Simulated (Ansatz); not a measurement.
**Profile along the Pt–F line in NiPtF6 (space group R-3)**

NiPtF₆ (space group R-3)

```xyz
8
Lattice="2.4677 1.4247 4.5189 -2.4677 1.4247 4.5189 0.0000 -2.8494 4.5189" Properties=species:S:1:pos:R:3 pbc="T T T"
Ni     0.0000     0.0000     0.0000
Pt     0.0000     0.0000     6.7784
F      1.5943    -0.0723     7.9094
F     -1.5943     0.0723     5.6474
F     -0.7345     1.4169     7.9094
F      0.7345    -1.4169     5.6474
F     -0.8598    -1.3446     7.9094
F      0.8598     1.3446     5.6474
```

Fields along a shortest Pt–F line of a (-1 1 0 4) plane (1.96 Å), from Pt to F, interpolated on the slice's grid (step about 0.2 Å). All values below come from PBEsol (plane waves to 420 eV, PAW, scalar-relativistic; Ansatz, an electronic-structure program). k mesh 8×8×8. Near the nuclei the fields are pseudised (PAW); where an atom keeps semicore shells as valence, they peak there. NiPtF6 is run spin-polarised and with no Hubbard U. NiPtF6 was relaxed with its symmetry unable to fall. Relaxed NiPtF6 ends ferromagnetic. Spin-orbit coupling is left out, though Pt is heavy. Other magnetic orders were not checked, so this need not be the ground state.

```csv
distance from Pt (Å),valence electron density (e/Å³),"spin density, up minus down (e/Å³)",electron localisation function,ELF of the up spins,ELF of the down spins
0.00,11.83,0.03,x,x,x
0.20,11.07,0.03,x,x,x
0.39,8.06,0.02,x,x,x
0.59,4.35,0.01,0.44,0.44,0.44
0.78,1.82,0.01,0.20,0.20,0.20
0.98,0.91,0.01,0.16,0.16,0.16
1.18,1.08,0.00,0.52,0.52,0.53
1.37,2.32,0.01,0.76,0.75,0.76
1.57,5.63,0.01,x,x,x
1.76,10.66,0.07,x,x,x
1.96,13.95,0.15,x,x,x
```

x: too close to a nucleus for the ELF to mean much.

Density on the Pt–F line (1.96 Å) at its density minimum, 1.0 Å from Pt: 0.87 e/Å³. ELF at that point: 0.2.
